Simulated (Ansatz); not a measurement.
BN (zinc blende), conventional cell a = b = c = 3.625 Å, α = β = γ = 90.00°. The calculation uses the primitive cell of 2 atoms, to which meshes and values per cell refer.

Equation-of-state scan: isotropic scaling of the cell above, V₀ being its volume. Symmetry pins the atoms to their sites.

These are PBE (plane waves to 420 eV, PAW, scalar-relativistic; Ansatz, an electronic-structure program) values and carry that method's errors. k mesh 16×16×16 (Γ-centred), Fermi-Dirac smearing 0.05 eV. E stands for the smeared free energy. BN was relaxed with its symmetry unable to fall. The zero of ΔE is the relaxed starting cell.

```tsv
V (Å³/atom)	ΔE (meV/atom)
5.000	231.0
5.159	152.9
5.318	93.5
5.477	50.2
5.635	21.4
5.794	5.1
5.953	0.0
6.112	4.7
6.270	18.1
6.429	39.1
6.588	66.9
6.747	100.7
6.905	139.7
```

What is the fitted pressure derivative B₀′?

3.7.

What bulk modulus B₀ follows from a third-order Birch-Murnaghan fit?

371 GPa. Check by three points about V = 5.953 Å³/atom, step 0.159: d²E/dV² ≈ (5.1 − 2·0.0 + 4.7) meV / 0.159² = 0.389 eV/Å⁶, and V·d²E/dV² × 160.2 = 371 GPa.

(A scan under strain: stresses follow from slopes of the energy per volume, elastic moduli from its curvatures.)
